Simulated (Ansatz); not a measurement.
InAs:
```
InAs
1.0
    0.00000     3.05391     3.05391
    3.05391     0.00000     3.05391
    3.05391     3.05391     0.00000
In As
1 1
Direct
  0.25000   0.25000   0.25000
  0.00000   0.00000   0.00000
```

Relaxed with r²SCAN. Special points in fractions of this cell's reciprocal vectors: Γ (0.000, 0.000, 0.000); X (0.500, 0.000, 0.500); U (0.625, 0.250, 0.625); K (0.375, 0.375, 0.750); L (0.500, 0.500, 0.500); W (0.500, 0.250, 0.750).

### Question
List the band energies nearest the valence-band maximum at these points for the program Ansatz at the r²SCAN level (PAW).

### Answer
In eV from the valence-band maximum; about four levels below and three above (degenerate sets whole), none deeper than 8.9 eV; points with the same levels are listed once.

```json
[
 {"k": "Γ", "below": "0.00 0.00 0.00", "above": "0.08 4.26 4.26 4.26"},
 {"k": "X", "below": "-5.80 -2.29 -2.29", "above": "1.88 2.35 9.63"},
 {"k": "U", "below": "-5.66 -3.21 -1.92", "above": "2.43 4.56 7.74"},
 {"k": "L", "below": "-5.72 -0.97 -0.97", "above": "1.25 5.04 5.04"},
 {"k": "W", "below": "-5.65 -2.91 -2.80", "above": "4.47 4.58 5.41"}
]
```

Space group F-43m (zinc blende). Symmetry was held in the r²SCAN relaxation. Scalar-relativistic: spin–orbit coupling is off unless named, which matters more the heavier the elements.

Potentials: the earlier of the program's two PAW sets.
